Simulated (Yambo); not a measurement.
G0W0@LDA for Ba2NF (space group R-3m, No. 166) in Yambo. Reference settings: 4×4×4 Γ-centred k mesh, 134 bands and a 7 Ry block in the screening, 134 bands in G with the Bruneval-Gonze terminator, plasmon pole fitted at 27.2 eV. The LDA gap F → F on this mesh is 0.72 eV; G0W0 gaps are taken between the same points.

The settings were changed. The gap went from 1.61 eV to 1.85 eV, and the shift of the valence edge from -0.42 eV to 0.13 eV.

### Question
Which change was made?
A. 2×2×2 mesh
B. 51 bands in W, 51 bands in G, 3 Ry block
C. 51 bands in W, 51 bands in G, 2 Ry block
D. 33 bands in W, 33 bands in G, 2 Ry block

### Answer
D, 33 bands in W, 33 bands in G, 2 Ry block. The others gave (gap, valence shift): 2×2×2 mesh: 1.46, -0.23 eV; 51 bands in W, 51 bands in G, 2 Ry block: 1.60, 0.03 eV; 51 bands in W, 51 bands in G, 3 Ry block: 1.60, 0.01 eV.

Geometry relaxed with LDA; primitive cell a = b = c = 6.850 Å, α = β = γ = 33.10°.

The structure is a Materials Project entry; no match was found in the copy of COD used, and its stability was not checked.

A shift is the quasiparticle energy of the state minus its LDA energy.
